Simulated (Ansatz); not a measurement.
Here is an unrelaxed guess for AlB₂As₃.

```
Al B As
1.0
    -2.88493    2.88493    3.47462
     2.88493   -2.88493    3.47462
     2.88493    2.88493   -3.47462
Al B As
1 2 3
Direct
  0.00000 0.00000 0.00000
  0.50000 0.00000 0.50000
  0.00000 0.50000 0.50000
  0.75000 0.25000 0.50000
  0.25000 0.75000 0.50000
  0.50000 0.50000 0.00000
```

All numbers below come from DFT PBE, scalar-relativistic, plane waves, PAW (Ansatz). Settings: cutoff 420 eV, Γ-centred mesh 4×4×4 on the computed 6-atom cell, Gaussian smearing of 0.10 eV; no spin polarisation.

The zero of energy is the elements' standard structures at the same level; no fitted shifts are applied.

Question: Estimate its pressure, forces and energy as it stands.

Answer: The pressure is 6.7 GPa (the mean over three directions, positive in compression), the largest force is 0.00 eV/Å (symmetry fixes the atoms), and the energy is +1.41 eV/atom against the elements. The shortest distance is 1.74 Å.

Question: How much does it gain on relaxing, and where does it end?

Answer: Relaxing gains about 0.72 eV/atom (the start's value is from the coarse mesh, so the gain is rough) in 24 ionic steps and ends at +0.70 eV/atom on the finer mesh. The symmetry stays I4/mmm (No. 139). The volume per atom shrinks by 21.9 %, from 19.3 to 15.1 Å³. The shortest distance goes from 1.74 Å (B–As) to 2.20 Å (B–As). The ratio c/a of the conventional cell changes by a factor of 1.61. Conventional cell: a = 4.529 Å, c = 8.809 Å. Around Al lie 4 B at 2.26 Å; B is surrounded by 4 As at 2.20–2.26 Å and 2 Al at 2.26 Å; around As on a site of symmetry -4m2 lie 2 B at 2.20 Å; 1 more site not described.

The last run used a 12×12×12 mesh for its 6-atom cell and Gaussian smearing of 0.10 eV. The reference form of As is held partly by dispersion forces, which this level lacks. The relaxation can't lower the symmetry of the start. A structure relaxed within its symmetry needn't be a true minimum. Another cell of AlB2As3 relaxed alike, in Cmmm, lies 215 meV/atom lower, so this cell isn't the stable form at this level.
